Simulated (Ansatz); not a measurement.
## Contact hyperfine fields in Co at a changed volume

Cell: a structure deposited in the COD, relaxed with PBE at fixed cell and then changed (volume scaled by 0.98, ions relaxed).

```xyz
2
Lattice="2.4886 0.0000 0.0000 -1.2443 2.1552 0.0000 0.0000 0.0000 4.0619" Properties=species:S:1:pos:R:3 pbc="T T T"
Co    0.0000    1.4368    1.0155
Co    1.2443    0.7184    3.0464
```

Sites (sets of like atoms) are named by element and the number of their first atom in this list.

Level of theory: DFT, PBE, plane waves and PAW, scalar-relativistic, collinear spin, 420 eV cutoff, Γ-centred 21×21×11 k-points, Fermi–Dirac smearing 0.05 eV (Ansatz 0.2.0). Start moments as typed (μB): 2 on each Co.

B_c = (2μ₀/3)μB(ρ↑ − ρ↓), with the spin density averaged over the Thomson radius around the nucleus, 7.77 T per e/Å³, positive along the up direction of the run. The valence column is what the valence and semicore waves of the PAW files give as listed; the rest comes from solving these waves and the inner shells again in each spin's potential.

Q: What moments and contact fields does each site carry?

A: The cell's net moment is 3.23 μB; the site moments, counted in spheres around the atoms, add up to 3.38 μB, and the difference lies between the spheres. One atom of each set is listed.

```tsv
site	atom	m (μB)	B_c (T)	valence column (T)	rest (T)
Co	1	1.69	-26.2	8.2	-34.4
```

On Co the field amounts to -15.5 T per μB of the site's moment: core polarisation sets it against the moment.

The run finds no gap above 0.1 eV, so moments and fields hang on the k-mesh and the smearing. Semilocal functionals underestimate the core's part of the field; in a metal the conduction electrons' part and a positive orbital field can offset that, so a measured field can be larger or smaller. Orbital and dipolar fields are left out.

The relaxation (1 step) took 19 s of wall time (19 s of CPU time) and 0.62 GiB at its peak, on 1 thread of Intel Xeon Platinum 8375C CPU @ 2.90GHz (Ice Lake) (x86_64; 16 cores open to the job, memory cap 3.0 GiB, no GPU), a shared host with a load of 0.6 a core.
